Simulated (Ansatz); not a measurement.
## Relaxing a structure of Mg

The start is a generated cell, Mg built in the fcc structure type. The structure is fully relaxed (lattice and positions, P = 0) with PBEsol (plane waves to 420 eV, PAW, scalar-relativistic; Ansatz, an electronic-structure program). The first steps use a coarse 12×12×12 k-mesh.

The start:
```
CELL_PARAMETERS angstrom
      0.00000     2.26564     2.26564
      2.26564     0.00000     2.26564
      2.26564     2.26564     0.00000
ATOMIC_POSITIONS crystal
  Mg 0.00000 0.00000 0.00000
```

- Outcome: The space group stays Fm-3m (No. 225) (the run could not lower it); the end is fcc (Cu type), with 1 atom in the primitive cell
- Volume change: -2.6 %, from 23.26 to 22.67 Å³/atom
- Shortest distances (start → end): The closest pairs of elements (up to four, under 3.6 Å), start → end: Mg–Mg 3.20 → 3.18 Å
- Band gap at the end: no gap (metallic)
- Optimiser moves: 3

Final structure:

Space group Fm-3m (No. 225); a = 4.4923 Å, b = 4.4923 Å, c = 4.4923 Å, α = 90.00°, β = 90.00°, γ = 90.00°

```json
[
 {"atom": "Mg", "site": "4a", "symmetry": "m-3m", "x": "0.0000", "y": "0.0000", "z": "0.0000"}
]
```
(The calculation used a cell of 1 atom; values per cell refer to that cell.)

Final values are on a 18×18×18 k-mesh of the relaxed cell. No spin polarisation in the result.

The run could not lose the symmetry of its start, so the end can be a saddle point.

The relaxed structure here is a generated cell of Mg: the first start was made by placing the elements on the sites of a structure type, and the end was not matched to a known phase here, so it may be hypothetical. Known forms of Mg include space group No. 194.
